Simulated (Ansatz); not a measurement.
Candidates compared on computed values. An acoustic mirror alternates quarter-wave layers of high and low impedance; the larger the ratio, the fewer layers.

The reference row is α-quartz SiO2. Each row is paired with the reference. Frequency 5 GHz, 4 pairs, polycrystalline averages.

Where the numbers come from (Ansatz, a plane-wave PAW program): density: r²SCAN, relaxed cell; longitudinal speed: r²SCAN, elastic tensor, Hill average.

Started from generated or typed cells, with no claim that the phase is known: 4H-AlN. Runs started from generated or typed cells of the structure named: Si; Ge; diamond; ZnS; hcp Lu; hcp Os. Of the phases: diamond is metastable against graphite at zero pressure; the Γ and L minima of Ge lie closer than these levels can tell, and the real crystal has its minimum at L. Spin–orbit coupling is left out unless named.

| crystal | density (g/cm³) | v_l (km/s) |
|---|---|---|
| Si (diamond type) | 2.31 | 9.03 |
| Ge (diamond type) | 5.28 | 5.26 |
| KBr (rock salt) | 2.74 | 3.17 |
| 4H-AlN | 3.27 | 10.90 |
| diamond | 3.54 | 18.29 |
| ZnS (zinc blende) | 4.14 | 5.53 |
| hcp Lu | 10.02 | 2.96 |
| α-quartz SiO2, reference | 2.64 | 6.07 |
| hcp Os | 22.54 | 5.97 |

Working rules: Z = ρ v_l; layer = v_l/4f; ratio = larger Z over smaller Z; isolation ≈ 20 × 4 × log₁₀(ratio), up to a constant set by the substrate.

Task: From the table, find impedance, quarter wave, impedance ratio and isolation for Si.

Result: 
Z = 2.31 × 9.03 = 20.86 MRayl; quarter wave: 9.03 km/s/(4 × 5 GHz) = 452 nm; impedance ratio: larger of 20.86/16.02 and its inverse = 1.302; isolation: 20 × 4 × log₁₀(1.302) = 9 dB.

Task: Put the candidates in order of impedance ratio, highest first.

Result: The same steps for every row:

| crystal | impedance (MRayl) | quarter wave (nm) | impedance ratio | isolation (dB) |
|---|---|---|---|---|
| Si (diamond type) | 20.86 | 452 | 1.302 | 9 |
| Ge (diamond type) | 27.77 | 263 | 1.733 | 19 |
| KBr (rock salt) | 8.69 | 159 | 1.843 | 21 |
| 4H-AlN | 35.64 | 545 | 2.225 | 28 |
| diamond | 64.75 | 915 | 4.042 | 49 |
| ZnS (zinc blende) | 22.89 | 277 | 1.429 | 12 |
| hcp Lu | 29.66 | 148 | 1.851 | 21 |
| α-quartz SiO2, reference | 16.02 | 304 | 1.000 | 0 |
| hcp Os | 134.56 | 299 | 8.400 | 74 |

By impedance ratio (highest first): hcp Os (8.400 ± 0.27), diamond (4.042 ± 0.13), 4H-AlN (2.225 ± 0.070), hcp Lu (1.851 ± 0.059) ≈ KBr (1.843 ± 0.058), Ge (1.733 ± 0.055), ZnS (1.429 ± 0.045), Si (1.302 ± 0.041). The ± follows from allowances picked for this note (density 1 %, longitudinal speed 3 %), carried to first order and added in quadrature, each row's own inputs moving alone; ≈ joins neighbours closer than their two ± added in quadrature.

Sputtered films are textured or amorphous and softer than these crystals; shear waves need a mirror of their own. Where several phases of a formula are at hand, those over 0.1 eV/atom above the lowest were not drawn (by r²SCAN where it compared them, else by the largest value; a layered or molecular lowest phase counts only with a dispersion term); other phases could lie lower still. Rows are a sample by related chemistry or structure, familiar materials first, kept where one row at least reaches a ratio of 2.5. Limits of the draw: impedance over 8 MRayl; for moduli and speeds, an anisotropy index under 2.5, no layered crystals; no unfamiliar magnets, and cubic perovskites only if shown or known to be stable. As a rule kept out of such tables: 4f compounds, open-shell compounds run without a Hubbard term, cells found unstable in the tests at hand, cells close to a higher symmetry, and runs set to a pressure or over 12 % in volume from the crystal's fullest run.
